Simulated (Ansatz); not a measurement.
TaGa₃ in space group I4/mmm (No. 139; Ta on 2a, Ga on 2b, Ga on 4d), DFT-PBE in the program Ansatz with PAW potentials, all energies at zero smearing, with the estimated change up to a 700 eV cutoff added, with one set of potentials and settings (totals compare only within such a set). Cell of 4 atoms (1 Ta, 3 Ga): -21282.964 eV.

| element | reference phase | E (eV/atom) |
|---|---|---|
| Ta | Im-3m, 1 atoms in the cell | -9933.2341 |
| Ga | Cmce, 4 atoms in the cell | -3783.0259 |

Formation energy per atom, worked out: (-21282.964 − 1×(-9933.2341) − 3×(-3783.0259))/4 = -0.163 eV/atom (-16 kJ per mol of atoms), at 0 K, without zero-point energy or fitted corrections.

The first step of the workflow began from a Materials Project structure, measured or hypothetical; the Crystallography Open Database files this formula in space group No. 139, but the cells were not matched. Its standing as an ambient phase is unchecked. Symmetry was held in the PBE relaxation; whether a distortion lowers the energy is not shown. No spin polarisation was allowed. The references are the lowest solids computed at this level, not always the standard phases. Scalar-relativistic: spin–orbit coupling is off unless named, which matters more the heavier the elements.

Potentials: the earlier of the program's two PAW sets.
